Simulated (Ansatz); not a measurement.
Ca (fcc, Cu type)

```xyz
1
Lattice="0.0000 2.7842 2.7842 2.7842 0.0000 2.7842 2.7842 2.7842 0.0000" Properties=species:S:1:pos:R:3 pbc="T T T"
Ca     0.0000     0.0000     0.0000
```

The slice is a {110} plane (indices of the conventional cell) through the point (0.000, 0.000, 0.000) (fractional), spanned by u = [100] and v = [1 -1 -1] in vectors of this cell: u (3.94 Å) and v (5.57 Å, at 90° to u). It covers one period; positions are fractions (u, v).

Computed with r2SCAN (plane waves to 500 eV, PAW, scalar-relativistic; Ansatz, an electronic-structure program). k mesh 14×14×14. Inside the PAW spheres the values are not all-electron values, and peaks at nuclei hang on which shells count as valence. Ca was relaxed with its symmetry unable to fall.

Three fields on this plane, each scaled to ten steps between its own extremes (0 low, 9 high; the total valence density on a logarithmic scale, the potential cut 8 eV below its top; x marks points blanked near nuclei; v = 0 in the bottom row):

Map A
```
|xxxxxx300025520003xxxxx|
|xxxxxx200135531002xxxxx|
|xxxxx51001455410015xxxx|
|xxxxx20002566520002xxxx|
|xxx520001467764100015xx|
|43210001357777531000023|
|00000013567777653100000|
|00001235677887765320000|
|11123466777777776643211|
|45556777777777777776555|
|77788888777777778888877|
|99999888776666778889999|
|99999988766666678899999|
|99999987766556677899999|
|99999987765555677899999|
|99999987765555677899999|
|99999987765555677899999|
|99999987766556677899999|
|99999988766666678899999|
|99999888776666778889999|
|77788888777777778888877|
|45556777777777777776555|
|11123466777777776643211|
|00000235677887765321000|
|00000013567777653100000|
|43200001357777531000123|
|xxx510001467764100025xx|
|xxxxx20002566520002xxxx|
|xxxxx51001455410015xxxx|
|xxxxxx200135531002xxxxx|
|xxxxxx300025520003xxxxx|
|xxxxxx400024420004xxxxx|
```

Map B
```
|xxxxxx002466664200xxxxx|
|xxxxxx003566665300xxxxx|
|xxxxx00145677654100xxxx|
|xxxxx00346677664300xxxx|
|xxx000245677776542000xx|
|00000245677777765420000|
|00123456677887766543210|
|33345566777887776655433|
|55566677777887777766655|
|77777777777777777777777|
|88888887777777777888888|
|88888888777777778888888|
|99998888777777778888999|
|99999887777667777889999|
|99999887776666777889999|
|99999887776666777889999|
|99999887776666777889999|
|99999887777667777889999|
|99998888777777778888999|
|88888888777777778888888|
|88888887777777777888888|
|77777777777777777777777|
|55566677777887777766655|
|33345566777887776655433|
|00123456677887766543210|
|00000245677777765420000|
|xxx000245677776542000xx|
|xxxxx00346677664300xxxx|
|xxxxx00145677654100xxxx|
|xxxxxx003566665300xxxxx|
|xxxxxx002466664200xxxxx|
|xxxxxx002456654200xxxxx|
```

Map C
```
|xxxxxx841000000148xxxxx|
|xxxxxx731000000137xxxxx|
|xxxxx95200000000259xxxx|
|xxxxx63100000000136xxxx|
|xxx964100000000001469xx|
|88753100000000000013578|
|44321000000000000001234|
|11100000000000000000011|
|00000000000000000000000|
|00000000000000000000000|
|00000000000000000000000|
|00000000000000000000000|
|00000000000000000000000|
|00000000000000000000000|
|00000000000000000000000|
|00000000000000000000000|
|00000000000000000000000|
|00000000000000000000000|
|00000000000000000000000|
|00000000000000000000000|
|00000000000000000000000|
|00000000000000000000000|
|00000000000000000000000|
|11100000000000000000011|
|44321000000000000001234|
|88753100000000000013578|
|xxx964100000000001469xx|
|xxxxx63100000000136xxxx|
|xxxxx95200000000259xxxx|
|xxxxxx731000000137xxxxx|
|xxxxxx841000000148xxxxx|
|xxxxxx941000000149xxxxx|
```

### Question
Assign the maps to these fields: electron localisation function (ELF); valence electron density; electrostatic potential energy of an electron, from the cell's mean.

### Answer
A is the electron localisation function (ELF); B is the electrostatic potential energy of an electron, from the cell's mean; C is the valence electron density.
